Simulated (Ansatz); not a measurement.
According to plane-wave PAW PBEsol (Ansatz code), GaN in the tetragonal phase (P4_2/mnm; Ga on 4g, N on 4f) relaxes to a = 5.470 Å, c = 3.183 Å. Against the elements it lies at -0.52 eV/atom, with no fitted shifts.

The Kohn–Sham gap is 1.87 eV (smallest direct gap 1.88 eV). The valence maximum lies on the M–Γ line, 89 % of the way from M and the conduction minimum at Γ. HSE06 on the same cell gives 3.18 eV. Gap from PBEsol with spin–orbit coupling: 1.88 eV. Electrons at the band edge weigh 0.18 mₑ (isotropic). The hole mass is 0.42, 1.7, 1.9 mₑ (principal values).

The bulk modulus is 174 GPa. The relaxed-ion elastic constants in GPa are C11 = 261, C12 = 121, C13 = 117, C33 = 369, C44 = 85.1, C66 = 95.9. The elastic constants imply a Debye temperature near 564 K. Perturbation theory gives ε∞ = 5.73 (xx = yy), 5.70 (zz). Letting the ions move raises it to ε0 = 10.7 (xx = yy), 8.94 (zz). Born charges are Ga +2.63, N -2.63 e. The phonon dispersion is stable (no imaginary branch). Without the LO–TO term the highest mode at Γ lies at 729 cm⁻¹.

The start of the workflow was typed in or built on a structure type; neither database checked (COD, Materials Project) lists it. It is not the phase usual at ambient conditions (space group No. 186, 216). Symmetry was held in the PBEsol relaxation. The references are the lowest solids computed at this level, not always the standard phases (solids in place of the gases). Scalar-relativistic: spin–orbit coupling is off unless named, which matters more the heavier the elements.

Potentials: the earlier of the program's two PAW sets. The files were generated under PBE; for other functionals the program regenerates the frozen cores, and for LDA and PBEsol the local potential too.
